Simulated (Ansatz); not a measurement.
Crystals of one structure type (hcp (Mg type)), relaxed and computed with plane-wave PAW PBE (Ansatz code).

```
crystal  a (Å)  V (Å³/atom)  spin order and moments (μB)  B₀ by P(V) fit (GPa)
-------  -----  -----------  ---------------------------  --------------------
Be       2.262         7.91           not spin-polarised                   123
Mg       3.210        22.93           not spin-polarised                  35.9
Sc           ?            ?             moments vanished                     ?
Ti       2.939        17.39           not spin-polarised                   112
Zr       3.232        23.39           not spin-polarised                  93.1
Ru       2.721        13.77           not spin-polarised                   312
Hf       3.205        22.53           not spin-polarised                   107
```

Problem. Some entries are withheld; supply them.

Solution. 
- Sc, a (Å): 3.319
- Sc, V (Å³/atom): 24.64
- Sc, B₀ by P(V) fit (GPa): 54.1

Began spin-polarised and lost the moments: Sc, hcp (Mg type). All cells were relaxed under the symmetry of their starts (and spin orders); stability against distortions was not tested throughout. Rows with no word on spin ran without spin polarisation. Spin–orbit coupling is left out wherever it is not named.

Potentials: the earlier of the program's two PAW sets.
